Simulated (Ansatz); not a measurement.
# Vibrational response of Ti5N2O3

These are results of Ansatz, DFT PBE, scalar-relativistic, plane waves, PAW, not measurements. Settings: 420 eV plane-wave cutoff, Γ-centred 10×10×8 mesh, Fermi-Dirac smearing of 0.15 eV. No spin polarisation. Phonons by linear response, acoustic sum rule imposed.

The cell, relaxed at this level:
```xyz
10
Lattice="4.7089 -2.0658 -0.0004 4.7089 2.0658 -0.0004 -1.9603 0.0000 5.6403" Properties=species:S:1:pos:R:3 pbc="T T T"
Ti    4.5725    0.0000    4.5771
Ti    2.8850    0.0000    1.0624
Ti    5.6664    0.0000    1.9425
Ti    1.7912    0.0000    3.6971
Ti    0.0000    0.0000    0.0000
N     6.4809    0.0000    3.8047
N     0.9766    0.0000    1.8349
O     3.7288    0.0000    2.8198
O     7.4927    0.0000    0.8643
O    -0.0352    0.0000    4.7752
```

The cell was found from a structure generator's guess, not taken from experiment. In a metal, frequencies depend on the k mesh and the smearing, soft modes most.

Optical modes at Γ:
```csv
frequency (cm⁻¹),degeneracy
170,1
200,1
216,1
220,1
232,1
243,1
248,1
272,1
279,1
288,1
310,1
323,1
344,1
386,1
387,1
449,1
453,1
463,1
465,1
480,1
499,1
517,1
549,1
554,1
572,1
596,1
605,1
```

All 27 optical modes at Γ are real: no displacement of atoms at fixed cell lowers the energy to second order. Strains and modes at other wave vectors aren't tested by this run.
